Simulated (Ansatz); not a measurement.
A plane-wave DFT run in Ansatz 0.2.0 (scalar-relativistic PAW potentials unless the input names others): input and command.

```yaml
crystal:
  lattice:
    - [-1.8053089338, 1.8053089338, 3.9494592755]
    - [1.8053089338, -1.8053089338, 3.9494592755]
    - [1.8053089338, 1.8053089338, -3.9494592755]
  atoms:
    - { symbol: Zn, position: [0.75, 0.25, 0.5] }
    - { symbol: Zn, position: [0.25, 0.75, 0.5] }
    - { symbol: Zn, position: [0.5, 0.5, 0.0] }
    - { symbol: Rh, position: [0.0, 0.0, 0.0] }
basis:
  ecutwfc: 420
kpoints:
  mp_grid: { grid: [16, 16, 16] }
hamiltonian:
  xc: lda
scf:
  occupations: { method: fermi_dirac, width: 0.15 }
  convergence: { dr2_threshold: 1.0e-06 }
output:
  forces: true
  eigenvalues: true
  stress: true
```

```bash
ansatz run input.yaml --threads 1 --pin off --max-ram 3072MiB --backend cpu --events-out ev --progress --plain --runs-dir out
```

Abridged log:
```
Warning: scf.convergence.dr2_threshold = 1e-6 eV is looser than this run's default, which is 1e-7 eV or tighter. The error in the forces grows as the threshold's square root, so leave the key out unless less accurate forces are enough
Warning: output.stress: scf.convergence.dr2_threshold = 1e-6 eV is looser than the 4e-10 eV advised for a printed stress (1e-10 eV for each atom of the cell: 4). ...
Pseudopotentials: kind: paw
Pseudopotential: Zn, paw, valence charge 12, recommended cutoff 420 eV (normal)
Pseudopotential: Rh, paw, valence charge 17, recommended cutoff 420 eV (normal)
Functional definition: SPW92
Crystal: 4 atoms, lattice volume = 51.487 Å³
Basis set: ecut = 420 eV, 1001 PW (Γ)
Bands: 32, of which v1, the nominal top of the filled ones, is band 27 counted from 1 (26 counted from 0)
Symmetry: 16 space group operations
Space group: I4/mmm (ITA 139), of the structure as read, at distance tolerance 3.7e-5 Å
k-points: 349 of 4096
Initial density: superposition of atomic densities (neutral atoms: chi_scale 0, normalization atom), corrected by the library's trained network
Initial wavefunctions: pseudopotential atomic-orbital guess
Functional: x = slater, c = lda
SCF iter   1: F=—  HF=-16018.850452 eV  |F-HF|=—  |Δ(HF+E_count)|=         —  Δρ=1.34e-2  dr2=1.17e-1  ethr=1.77e-3  ⟨swp⟩=5.5  Hψ=43440  notcnv=0
SCF iter   2: F=—  HF=-16018.836167 eV  |F-HF|=—  |Δ(HF+E_count)|=   1.43e-2  Δρ=6.10e-3  dr2=2.88e-2  ethr=2.20e-4  ⟨swp⟩=1.0  Hψ=13961  notcnv=0
SCF iter   3: F=—  HF=-16018.832173 eV  |F-HF|=—  |Δ(HF+E_count)|=   3.99e-3  Δρ=1.72e-3  dr2=6.84e-4  ethr=5.43e-5  ⟨swp⟩=1.9  Hψ=12167  notcnv=0
SCF iter   4: F=—  HF=-16018.831731 eV  |F-HF|=—  |Δ(HF+E_count)|=   4.42e-4  Δρ=6.34e-4  dr2=2.24e-4  ethr=1.29e-6  ⟨swp⟩=2.0  Hψ=18535  notcnv=0
SCF iter   5: F=—  HF=-16018.831664 eV  |F-HF|=—  |Δ(HF+E_count)|=   6.69e-5  Δρ=1.76e-4  dr2=2.52e-5  ethr=4.24e-7  ⟨swp⟩=2.6  Hψ=20368  notcnv=0
SCF iter   6: F=-16018.831657 eV  HF=-16018.831657 eV  |F-HF|=5.24e-7  |Δ(HF+E_count)|=   7.16e-6  Δρ=3.00e-5  dr2=6.50e-7  ethr=1.89e-9  ⟨swp⟩=5.2  Hψ=61037  notcnv=0
SCF 1 converged in 6 iterations: F = -16018.831657 eV  dr2 = 6.50e-7
SCF converged after 6 iterations
Free energy (F): -16018.831657 eV
Harris-Foulkes:  -16018.831657 eV  (|F-HF|=5.24e-7)
Internal energy: -16018.736026 eV  (E = F + TS)
E sigma→0 (E₀):  -16018.783841 eV
Entropy (-TS):   -0.095631 eV (-23.908 meV/atom)
Fermi energy:    15.385889 eV
--- Forces (eV/Å), atoms counted from 1 ---
  atom   1  Zn     0.00000000     0.00000000     0.00000000
  atom   2  Zn     0.00000000     0.00000000     0.00000000
  atom   3  Zn     0.00000000     0.00000000     0.00000000
  atom   4  Rh     0.00000000     0.00000000     0.00000000
--- Stress (GPa, compression-positive) ---
       -0.004642       0.000000       0.000000
        0.000000      -0.004642       0.000000
        0.000000       0.000000      -0.005429
  P = ⅓ Tr σ = -0.0049 GPa (-0.049 kbar)
```

Apart from outputs, empty bands and the relaxation, which only the reference makes, the input differs from a reference run on usual settings in scf.convergence.dr2_threshold: not typed → 1e-06. The reference, at the same geometry, ended its own course with pressure 0.00 GPa, largest force 0.000 eV/Å, no gap on the mesh. This run converged in 6 SCF iterations with an energy at zero smearing within 0.01 meV/atom of the reference's, pressure 0.00 GPa, largest force 0.000 eV/Å, no gap on the mesh.

The run took 28 s on 1 thread of Arm Neoverse V2, with other jobs on the host, peak memory 0.65 GiB.